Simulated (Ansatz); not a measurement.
Total density of states per atom from DFT-PBE in the program Ansatz with PAW potentials, in 0.25 eV bins, energy from the Fermi level:

```
E (eV) | states/eV/atom
    -7.85 | ############# 0.21
    -7.60 | ############# 0.22
    -7.35 | ############## 0.23
    -7.10 | ############## 0.24
    -6.85 | ############### 0.25
    -6.60 | ############### 0.25
    -6.35 | ############### 0.26
    -6.10 | ################ 0.27
    -5.85 | ################ 0.28
    -5.60 | ################# 0.29
    -5.35 | ################## 0.31
    -5.10 | ################## 0.31
    -4.85 | ################## 0.31
    -4.60 | ################### 0.32
    -4.35 | ################### 0.32
    -4.10 | ################### 0.32
    -3.85 | #################### 0.34
    -3.60 | #################### 0.35
    -3.35 | #################### 0.35
    -3.10 | ##################### 0.36
    -2.85 | ####################### 0.39
    -2.60 | ##################### 0.36
    -2.35 | #################### 0.34
    -2.10 | ##################### 0.35
    -1.85 | ###################### 0.38
    -1.60 | ##################### 0.36
    -1.35 | ###################### 0.38
    -1.10 | ####################### 0.38
    -0.85 | ######################## 0.41
    -0.60 | ###################### 0.38
    -0.35 | ####################### 0.39
    -0.10 | ####################### 0.40
     0.15 | ######################### 0.43
     0.40 | ######################## 0.41
     0.65 | ######################### 0.43
     0.90 | ######################### 0.42
     1.15 | ########################## 0.44
     1.40 | ######################### 0.42
     1.65 | ######################## 0.42
     1.90 | ########################## 0.45
     2.15 | ########################### 0.46
     2.40 | ########################### 0.46
     2.65 | ########################### 0.45
     2.90 | ########################### 0.46
     3.15 | ############################# 0.49
     3.40 | ############################ 0.48
     3.65 | ############################ 0.48
     3.90 | ############################## 0.51
     4.15 | ############################# 0.49
     4.40 | ############################# 0.49
     4.65 | ############################# 0.50
```

Problem. Pick the material that matches.
A) Al2O3, corundum
B) AlRu2C, P6_3/mmc (Al on 2d, Ru on 4f, C on 2a)
C) AlMo2C, P6_3/mmc (Al on 2d, Mo on 4f, C on 2a)
D) Al, P-3m1 (Pearson symbol hP11)

Solution. D, Al, P-3m1 (Pearson symbol hP11). Within 0.5 eV of the Fermi level: Al 3p 64 %, Al 3s 31 %, outside the projected shells 5 %. Projections are on Löwdin-orthogonalised atomic valence shells; empty p or d shells of many metals are not among them.

The start of the workflow was typed in or built on a structure type; neither database checked (COD, Materials Project) lists it. It is not the phase usual at ambient conditions (space group No. 225). The cell was relaxed with PBE under the symmetry of its start; whether a distortion lowers the energy is not shown.

Potentials: the earlier of the program's two PAW sets.
